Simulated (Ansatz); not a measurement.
# CaP₃: computed property card

CaP3:
```yaml
crystal:
  lattice:
    - [-5.59298, 0.00000, 0.00000]
    - [-1.00689, -1.75133, -5.31018]
    - [-1.46814, -5.45904, 0.00000]
  atoms:
    - { symbol: Ca, position: [0.32344, 0.35409, 0.35956] }
    - { symbol: Ca, position: [0.67656, 0.64591, 0.64044] }
    - { symbol: P, position: [0.40066, 0.90212, 0.19962] }
    - { symbol: P, position: [0.59934, 0.09788, 0.80038] }
    - { symbol: P, position: [0.99366, 0.99930, 0.80329] }
    - { symbol: P, position: [0.00634, 0.00070, 0.19671] }
    - { symbol: P, position: [0.87367, 0.39336, 0.17585] }
    - { symbol: P, position: [0.12633, 0.60664, 0.82415] }
```

Space group P-1 (No. 2); conventional cell a = 5.5930 Å, b = 5.6530 Å, c = 5.6815 Å, α = 69.90°, β = 79.79°, γ = 74.95°.

Method: r²SCAN in the plane-wave PAW code Ansatz. Geometry: relaxed at this level of theory. Other levels are named where they apply.

Cell and energy:

```yaml
volume_per_atom: 20.27 Å³
density: 2.72 g/cm³
Formation energy from the elements (no fitted shifts): -753 meV/atom
```

Electronic structure:

```yaml
electronic_character: no gap, with almost no states at the Fermi level (zero-gap or semimetallic)
Density of states at the Fermi level: 0.00 states/eV per atom (mean over ±0.08 eV)
HSE06 gap on the r²SCAN cell: 0.31 eV (a hybrid on a coarse mesh can open a false gap in a semimetal)
```

Mechanics:

```yaml
Bulk modulus (Birch–Murnaghan fit): 52.3 GPa
Pressure derivative B′: 5.2
```

Phonons:

```yaml
highest_zone_centre_frequency: 461 cm⁻¹
zone_centre_stability: no imaginary mode at Γ
```

Charges:

```yaml
bader_charges: Ca +1.45, P -0.63 to -0.20 e
```

The first step of the workflow began from a Materials Project structure, measured or hypothetical; the Crystallography Open Database copy checked does not list it. Its standing as an ambient phase is unchecked. The r²SCAN relaxation kept the symmetry of its start. As this level gives no gap, phonon frequencies hold no LO–TO term and depend on the k-mesh and smearing (Fermi–Dirac, 0.1 eV here). The references are the lowest solids computed at this level, not always the standard phases.

Potentials: the later of the program's two PAW sets.
